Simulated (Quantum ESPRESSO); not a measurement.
Si7C, a curve over one atom's position

A calculation, not a measurement. The program is pw.x of Quantum ESPRESSO 7.5 (plane-wave density functional theory). The cell is made up: 8 atoms on a zincblende/diamond lattice, with randomly drawn elements, strain and displacements, not relaxed. PseudoDojo standard norm-conserving files (v0.5 for PBE, v0.4.1 for LDA and PBEsol) set the functional; there is no spin polarisation, spin-orbit coupling or dispersion term, and the masses in the input are unused placeholders.

Seven runs move atom 7 (Si, counted in the order of the input) along z and keep all else fixed.

Input of the run at -0.0197:

```
&control calculation='scf', pseudo_dir='./dojo.nc.sr.pbe.v0_5.standard.upf', outdir='./o', disk_io='low', tprnfor=.true., tstress=.true. /
&system ibrav=0, nat=8, ntyp=2, nbnd=26, ecutwfc=82.02448710, nosym=.true., tot_charge=0,
 occupations='smearing', smearing='fd', degauss=0.0073498644
/
&electrons conv_thr=7.350e-09, electron_maxstep=60, /
ATOMIC_SPECIES
C 1.0 C.upf
Si 1.0 Si.upf
CELL_PARAMETERS angstrom
5.3455 0.0452 -0.1
0.0452 5.3422 -0.0341
-0.1 -0.0341 5.2921
ATOMIC_POSITIONS angstrom
Si -0.0228 -0.0502 0.0051
Si -0.0116 2.5603 2.5679
C 2.7952 0.0957 2.6141
Si 2.454 2.7526 -0.1674
Si 1.5357 1.2798 1.355
Si 1.2548 4.0363 3.9006
Si 4.0641 1.2408 4.0858
Si 4.0842 4.0948 1.1385
K_POINTS automatic
6 6 6 1 1 1
```

| shift of atom 7 along z (Å) | free energy less that of the input shown (eV) | Fx on atom 7 (eV/Å) | Fy on atom 7 (eV/Å) | Fz on atom 7 (eV/Å) | pressure (GPa) | iterations |
| --- | --- | --- | --- | --- | --- | --- |
| -0.1011 | -0.3394 | -3.943 | 2.199 | -3.654 | -1.03 | 10 |
| -0.0336 | -0.0638 | -4.217 | 2.854 | -4.503 | -0.62 | 10 |
| -0.0197 | 0.0000 | -4.280 | 2.994 | -4.671 | -0.53 | 10 |
| +0.0258 | 0.2247 | -4.504 | 3.464 | -5.198 | -0.19 | 10 |
| +0.0885 | 0.5719 | -4.856 | 4.142 | -5.866 | 0.35 | 10 |
| +0.0977 | 0.6263 | -4.911 | 4.245 | -5.958 | 0.43 | 10 |
| +0.1131 | 0.7192 | -5.007 | 4.418 | -6.107 | 0.58 | 10 |

A cubic fit gives dFz/dz = -11.65 eV/Å² at zero shift. Across the table the free energy follows the integral of the force to within 0.1 meV. A rerun of one of the cells at 1347 eV and a 8 x 8 x 8 mesh moved values by no more than 0.002 eV in energy, 0.02 GPa in stress and 0.010 eV/Å in force.